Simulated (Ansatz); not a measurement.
Starting structure of a cell relaxation (symmetry kept):

```
CELL_PARAMETERS angstrom
5.40672 0.00000 0.00000
0.00000 5.40672 0.00000
0.00000 0.00000 5.40672
ATOMIC_POSITIONS crystal
Ca 0.00000 0.50000 0.50000
Ca 0.50000 0.00000 0.50000
Ca 0.50000 0.50000 0.00000
Y 0.00000 0.00000 0.00000
```

Method: DFT PBEsol, scalar-relativistic, plane waves, PAW in Ansatz.

Settings: cutoff 420 eV, Γ-centred mesh 8×8×8 on the computed 4-atom cell, Gaussian smearing of 0.10 eV; no spin polarisation.

What does it relax to?

The volume drops by 1.77 Å³/atom to 37.74 Å³/atom, and the energy falls by 5.2 meV/atom. Final structure:
```xyz
4
Lattice="5.3248 0.0000 0.0000 0.0000 5.3248 0.0000 0.0000 0.0000 5.3248" Properties=species:S:1:pos:R:3 pbc="T T T"
Ca    0.0000    2.6624    2.6624
Ca    2.6624    0.0000    2.6624
Ca    2.6624    2.6624    0.0000
Y     0.0000    0.0000    0.0000
```